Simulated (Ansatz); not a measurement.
Starting cell, Zr (hcp, Mg type):

```yaml
crystal:
  lattice:
    - [3.18422, 0.00000, 0.00000]
    - [-1.59211, 2.75761, 0.00000]
    - [0.00000, 0.00000, 5.11671]
  atoms:
    - { symbol: Zr, position: [0.33333, 0.66667, 0.75000] }
    - { symbol: Zr, position: [0.66667, 0.33333, 0.25000] }
```

In each cell atom 1 (Zr, nearest neighbour Zr at 3.150 Å; its periodic images, 3.2 Å or more away, move with it) moves by s·(0.707, 0.707, 0.000) (along Cartesian [110]), the rest being held.

Method: PBEsol (plane waves to 420 eV, PAW, scalar-relativistic; Ansatz, an electronic-structure program). k mesh 14×14×8 (Γ-centred), Fermi-Dirac smearing 0.05 eV. Energies are smeared free energies. With partly filled bands, energies and forces of such displacements shift with the k mesh and the smearing. Zr is run without spin polarisation. Zr was relaxed with its symmetry unable to fall. ΔE is measured from the undisplaced structure. The last digit holds for this mesh only.

| s (Å) | ΔE (meV/cell) |
|---|---|
| -0.320 | 35.65 |
| -0.256 | 23.42 |
| -0.192 | 13.15 |
| -0.128 | 5.64 |
| -0.064 | 1.35 |
| 0.000 | 0.00 |
| 0.064 | 1.33 |
| 0.128 | 5.52 |
| 0.192 | 12.73 |
| 0.256 | 22.36 |
| 0.320 | 33.65 |

Q: What force constant k = d²E/ds² at s = 0 does the table give?

A: 0.6 eV/Å². It is the second difference of the nearest points, corrected with the next pair.

Q: With k = 0.65 eV/Å² from the forces, is the well harmonic out to s = 0.320 Å?

A: ½ks² = 33.3 meV/cell against the computed 33.6 meV/cell, so the well is close to harmonic there.

(A displaced cell: forces are minus the slopes of the energy, force constants its curvatures, and phonons follow from these.)
